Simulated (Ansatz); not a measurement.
The relaxed structure here is a generated cell of Ti2C: the first start was made by a random draw of sites in a space group, and the end was not matched to a known phase here, so it may be hypothetical.

One stationary structure of Ti2C. The numbers are results of PBE (plane waves to 420 eV, PAW, scalar-relativistic; Ansatz, an electronic-structure program), not measurements.

```cif
data_C3Ti6
_chemical_formula_sum 'C3 Ti6'
_space_group_name_H-M_alt 'P 1'
_space_group_IT_number 1
_cell_length_a 6.67881
_cell_length_b 6.67881
_cell_length_c 5.33853
_cell_angle_alpha 90.000
_cell_angle_beta 90.000
_cell_angle_gamma 120.000
loop_
_space_group_symop_operation_xyz
  'x, y, z'
loop_
_atom_site_label
_atom_site_type_symbol
_atom_site_fract_x
_atom_site_fract_y
_atom_site_fract_z
_atom_site_occupancy
C1 C 0.66667 0.33333 0.00000 1
C2 C 0.00000 0.00000 0.86183 1
C3 C 0.00000 0.00000 0.13817 1
Ti1 Ti 0.33333 0.66667 0.00000 1
Ti2 Ti 0.67650 0.83825 0.00000 1
Ti3 Ti 0.16175 0.83825 0.00000 1
Ti4 Ti 0.16175 0.32350 0.00000 1
Ti5 Ti 0.00000 0.00000 0.50000 1
Ti6 Ti 0.33333 0.66667 0.50000 1
```

Find the space group and the Wyckoff positions (tolerance 0.01 Å).

Space group P-6m2 (No. 187); a = 6.6788 Å, b = 6.6788 Å, c = 5.3385 Å, α = 90.00°, β = 90.00°, γ = 120.00°

| atom | site | symmetry | x | y | z |
|---|---|---|---|---|---|
| C | 1e | -6m2 | 0.6667 | 0.3333 | 0.0000 |
| C | 2g | 3m. | 0.0000 | 0.0000 | 0.1382 |
| Ti | 1c | -6m2 | 0.3333 | 0.6667 | 0.0000 |
| Ti | 3j | mm2 | 0.1618 | 0.3235 | 0.0000 |
| Ti | 1b | -6m2 | 0.0000 | 0.0000 | 0.5000 |
| Ti | 1d | -6m2 | 0.3333 | 0.6667 | 0.5000 |

Give the shortest distances between elements (the closest pairs, up to four, under 3.6 Å).

C–C 1.48 Å; C–Ti 1.93 Å; Ti–Ti 1.98 Å.

```yaml
volume_per_atom: 22.91 Å³
band_gap: no gap (metallic)
```

No spin polarisation in the result. A magnetic state may lie lower.

The run could not lower the symmetry of its start; a shaken copy of this end point relaxes with PBE to P-1 (No. 2), 2.21 eV/atom lower.
